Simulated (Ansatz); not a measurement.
Consider the following.

Co3IrC:
```
Co3IrC
1.0
    3.73161     0.00000     0.00000
    0.00000     3.73161     0.00000
    0.00000     0.00000     3.73161
Co Ir C
3 1 1
Direct
  0.50000   0.50000   0.00000
  0.00000   0.50000   0.50000
  0.50000   0.00000   0.50000
  0.00000   0.00000   0.00000
  0.50000   0.50000   0.50000
```
The run is spin-polarised; directions of the spins, atom by atom: ↑ ↑ ↑ ↑ 0.

This is the PBEsol-relaxed structure.

Question: All from PBEsol in the plane-wave PAW code Ansatz, unless another level is named. Estimate the Young's modulus.

Answer: 280 GPa.

Question: Give the elastic constants (relaxed ions, GPa).

Answer: C11 = 441, C12 = 168, C44 = 89.4.

Space group Pm-3m (anti-perovskite). The start of the workflow was typed in or built on a structure type; neither database checked (COD, Materials Project) lists it. Its standing as an ambient phase is unchecked. Symmetry was held in the PBEsol relaxation; whether a distortion lowers the energy is not shown. Spin order of the final state: ferromagnetic, chosen from 5 collinear starts compared on coarse meshes (ties went to the first, and starts can fall back to one state), not a proven ground state. Its formation energy is positive at this level, so the cell may be metastable or incomplete. As this level gives no gap, shear constants depend on the k-mesh and smearing (Fermi–Dirac, 0.1 eV here). Scalar-relativistic: spin–orbit coupling is off unless named, which matters more the heavier the elements.

Potentials: the earlier of the program's two PAW sets. The files were generated under PBE; for other functionals the program regenerates the frozen cores, and for LDA and PBEsol the local potential too.
